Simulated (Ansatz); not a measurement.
# Sn-119 Mössbauer parameters in SnSe2 under strain

Cell: an entry of the Crystallography Open Database (COD), relaxed with PBE at fixed cell and then changed (z stretched by 3 %, ions relaxed).

```xyz
3
Lattice="3.8110 0.0000 0.0000 -1.9055 3.3004 0.0000 0.0000 0.0000 6.3201" Properties=species:S:1:pos:R:3 pbc="T T T"
Sn    0.0000    0.0000    0.0000
Se    0.0000    2.2003    1.6081
Se    1.9055    1.1001    4.7120
```

Atom numbers follow the list; atoms alike are taken as one site, whose name carries the number of the first.

Method: Kohn–Sham DFT in Ansatz, PBE, plane waves and PAW, scalar-relativistic, 420 eV cutoff, Γ-centred 13×13×7 k-points, Fermi–Dirac smearing 0.02 eV.

Isomer shifts (against SnO₂) follow from the electron density at the nucleus, δ = α(ρ − ρ₀), with α = 0.099 mm s⁻¹ a₀³ and ρ₀ = 183191.44 a₀⁻³ from a line fitted to 8 measured compounds at this level of theory (rms miss 0.12 mm/s). ΔE_Q = ½eQV_zz(1 + η²/3)^½ with Q = -0.132 b for the 23.9 keV state.

Task: Give the isomer shift and quadrupole splitting of each Sn site.

Result: 

```tsv
site	atoms	first shell	ρ − ρ₀ (a₀⁻³)	δ (mm/s)	ΔE_Q (mm/s)	η
Sn	1	6 Se at 2.73 Å	13.7	1.36	0.03	0.00
```

The shift of Sn is between ionic Sn(IV) and covalent tin.

Without spin–orbit coupling (the program notes it for Sn) the gradients can shift somewhat, as the gap is small.
